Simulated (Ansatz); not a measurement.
## Mo: from a starting cell to a relaxed one

The start is a relaxed Mo cell, doubled along one cell vector, shaken by Gaussian noise of σ = 0.08 Å a coordinate. A full variable-cell relaxation at zero pressure is run with r2SCAN (plane waves to 500 eV, PAW, scalar-relativistic; Ansatz, a quantum-chemistry and plane-wave program). The first steps use a coarse 14×7×14 k-mesh.

Starting cell:
```
CELL_PARAMETERS angstrom
     -1.57543     1.57543     1.57543
      3.15087    -3.15087     3.15087
      1.57543     1.57543    -1.57543
ATOMIC_POSITIONS crystal
  Mo 0.98354 0.00131 0.02782
  Mo 0.03551 0.54363 0.98643
```

Which atoms feel the largest initial force, and how large is it?

2.82 eV/Å, on Mo1, Mo2 (atoms numbered as listed).

How much energy is released per atom?

0.20 to 0.21 eV/atom (the two k-meshes of the run give this range).

Is the parent structure recovered?

It relaxes back to the parent, Im-3m (No. 229).

What band gap does the relaxed structure have at this level?

Zero (metallic).

Final structure:

```cif
data_Mo2
_chemical_formula_sum 'Mo2'
_space_group_name_H-M_alt 'Im-3m'
_space_group_IT_number 229
_space_group_name_Hall '-I 4 2 3'
_cell_length_a 3.15088
_cell_length_b 3.15088
_cell_length_c 3.15088
_cell_angle_alpha 90.000
_cell_angle_beta 90.000
_cell_angle_gamma 90.000
loop_
_atom_site_label
_atom_site_type_symbol
_atom_site_symmetry_multiplicity
_atom_site_Wyckoff_symbol
_atom_site_fract_x
_atom_site_fract_y
_atom_site_fract_z
_atom_site_occupancy
Mo1 Mo 2 a 0.00000 0.00000 0.00000 1
```
(The calculation used a cell of 1 atom; values per cell refer to that cell.)

Final values are on a 21×21×21 k-mesh of the relaxed cell. No spin polarisation in the result.

The run could not lose the symmetry of its start.
